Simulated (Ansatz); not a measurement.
A geometry of Li3Zn2SbO6 away from equilibrium: step 2 of the relaxation of a relaxed Li3Zn2SbO6 cell shaken by Gaussian noise of σ = 0.08 Å a coordinate. Method: r2SCAN (plane waves to 500 eV, PAW, scalar-relativistic; Ansatz, an electronic-structure program). Γ-centred k-mesh 5×5×4 on the run's cell (coarser than for final values), Fermi–Dirac smearing 0.05 eV.

```yaml
crystal:
  lattice:
    - [2.59642, -4.53550, -0.00851]
    - [2.60432, 4.54009, -0.00148]
    - [-1.78243, 0.00222, 4.85123]
  atoms:
    - { symbol: Li, position: [0.81520, 0.18363, 0.51132] }
    - { symbol: Li, position: [0.19333, 0.82205, 0.51520] }
    - { symbol: Li, position: [0.49737, 0.49339, 0.48089] }
    - { symbol: Zn, position: [0.67795, 0.35365, 0.02243] }
    - { symbol: Zn, position: [0.32353, 0.67386, 0.02315] }
    - { symbol: Sb, position: [0.98057, 0.99329, 0.98524] }
    - { symbol: O, position: [0.07393, 0.41557, 0.23262] }
    - { symbol: O, position: [0.91596, 0.62041, 0.75134] }
    - { symbol: O, position: [0.59868, 0.92564, 0.75430] }
    - { symbol: O, position: [0.40247, 0.08363, 0.23225] }
    - { symbol: O, position: [0.23180, 0.25331, 0.76292] }
    - { symbol: O, position: [0.76233, 0.76914, 0.22669] }
```

Question: Give the Cartesian forces on all atoms (eV/Å).

Answer: 
| atom | Fx | Fy | Fz |
|---|---|---|---|
| Li1 | 0.19 | -0.18 | -0.04 |
| Li2 | 0.09 | 0.31 | 0.00 |
| Li3 | -0.14 | 0.10 | 0.38 |
| Zn4 | -0.64 | 0.32 | -0.81 |
| Zn5 | 0.56 | -0.40 | -0.87 |
| Sb6 | 1.99 | 0.19 | 0.48 |
| O7 | -0.77 | -1.22 | 0.01 |
| O8 | -0.43 | -0.56 | -0.01 |
| O9 | 0.00 | 0.24 | 0.23 |
| O10 | -0.38 | 1.09 | -0.29 |
| O11 | -0.58 | -0.15 | 0.91 |
| O12 | 0.13 | 0.26 | 0.02 |

Question: What is the pressure?

Answer: +0.5 GPa, compression positive.

Question: How far above the relaxed end point is this geometry?

Answer: 0.04 eV/atom; the path ends in C2/m (No. 12).

No spin polarisation in the result.

The cell that was disturbed is our relaxation of an entry of Materials Project.
